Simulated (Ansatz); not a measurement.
Method: PBEsol, scalar-relativistic; no spin polarisation; PAW, 420 eV, 8×8×6 k-mesh, Gaussian smearing of 0.05 eV; code Ansatz. The datasets are Ansatz's generated set soft_2.

The calculation on XMo, where X is one element, gave:

```
Space group                                           : P6_3/mmc (No. 194)
Conventional cell                                     : a = 4.524 Å, b = 4.524 Å, c = 5.103 Å, α = 90.00°, β = 90.00°, γ = 120.00°
Volume                                                : 22.62 Å³/atom
Band gap                                              : zero (metallic)
Density of states at the Fermi level                  : 0.48 states/(eV·atom)
Formation energy from the elements (0 K, uncorrected) : 0.62 eV/atom (unstable against the elements)
Bulk modulus (Birch–Murnaghan)                        : 119 GPa
Pressure derivative B0′                               : 5.7
```

Sites: Mo on 2a, X on 2c.

Q: Which element is X?
A. At
B. Bi
C. Tl
D. Pb

A: B. X is Bi, so the compound is BiMo.

This is a trial structure made by placing the elements on a prototype's sites, so it needn't be the stable form.

Spin–orbit coupling, which matters for such heavy elements, is left out.
